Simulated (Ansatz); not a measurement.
BeS (NiAs type, P6_3/mmc), plane-wave PAW PBEsol (Ansatz code), all energies at zero smearing, with the estimated change up to a 700 eV cutoff added, with one set of potentials and settings (totals compare only within such a set). Cell of 4 atoms (2 Be, 2 S): -1953.082 eV.

```json
[
 {"element": "Be", "reference phase": "P6_3/mmc, 2 atoms in the cell", "E (eV/atom)": "-90.3483"},
 {"element": "S", "reference phase": "Fddd, 32 atoms in the cell", "E (eV/atom)": "-884.8920"}
]
```

Formation energy per atom, worked out: (-1953.082 − 2×(-90.3483) − 2×(-884.8920))/4 = -0.650 eV/atom (-63 kJ per mol of atoms), at 0 K, without zero-point energy or fitted corrections.

The cell is a constructed one: a structure type filled with these elements; neither database checked (COD, Materials Project) lists it. COD files the formula under space group No. 216, so this cell is another polymorph or a model. Its standing as an ambient phase is unchecked. The PBEsol relaxation kept the symmetry of its start; whether a distortion lowers the energy is not shown. The references are the lowest solids computed at this level, not always the standard phases.

Potentials: the later of the program's two PAW sets.
